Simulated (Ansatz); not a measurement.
# KZnP3O9: ¹⁷O NMR of the central transition

Cell: a computed structure from the Materials Project (it need not be an observed phase).

```cif
data_KZnP3O9
_symmetry_space_group_name_H-M 'P-6c2'
_symmetry_Int_Tables_number 188
_cell_length_a 6.6913
_cell_length_b 6.6913
_cell_length_c 10.0097
_cell_angle_alpha 90.000
_cell_angle_beta 90.000
_cell_angle_gamma 120.000
loop_
_atom_site_label
_atom_site_type_symbol
_atom_site_symmetry_multiplicity
_atom_site_Wyckoff_symbol
_atom_site_fract_x
_atom_site_fract_y
_atom_site_fract_z
K K 2 a 0.0000 0.0000 0.0000
Zn Zn 2 e 0.6667 0.3333 0.0000
P P 6 k 0.3910 0.4407 0.2500
O11 O 12 l 0.9284 0.5927 0.1212
O23 O 6 k 0.1428 0.4284 0.2500
```

One atom of each set is listed.

Computed with Ansatz: DFT, PBE, plane waves and PAW, scalar-relativistic, 420 eV cutoff, Γ-centred 4×4×3 k-points, Fermi–Dirac smearing 0.02 eV.

¹⁷O has I = 5/2 and Q = -25.58 mb (Pyykkö 2018); at 11.7 T its Larmor frequency is ν₀ = 67.6 MHz. Only the quadrupole interaction is simulated: positions count from each site's isotropic chemical shift, and J coupling is left out, as are shift anisotropy and dipolar coupling, which fast spinning averages.

The O sites: O11 (12 atoms; 1 P at 1.50 Å, 1 Zn at 2.12 Å, angle 138°; also 1 K at 2.80 Å); O23 (6 atoms; 2 P at 1.61–1.62 Å, angle 137°).

Fitted components of the simulated spectrum:

```tsv
component	|C_Q| (MHz)	η
A	5.92	0.40
B	8.72	0.45
```

Question: Which site most likely gives which component?

Answer: By the calculation, A is O11, B is O23. At O11 V_zz points along the shorter of its two bonds, to P (within 6°). At O23 V_zz runs parallel to the line that joins its two neighbours (within 1°). Like point charges on the first shell alone (each adding as 1/d³) would give the same order.

The largest force is 0.3 eV/Å, so the atoms aren't at the calculated equilibrium and relaxing them would move these values.

Hardware: 1 thread of Intel Xeon Platinum 8375C CPU @ 2.90GHz (Ice Lake) (x86_64; 2 cores open to the job, memory cap 2.5 GiB, no GPU), a shared host with a load of 0.7 a core. Wall time 37 s, CPU time 38 s, peak memory 0.86 GiB.
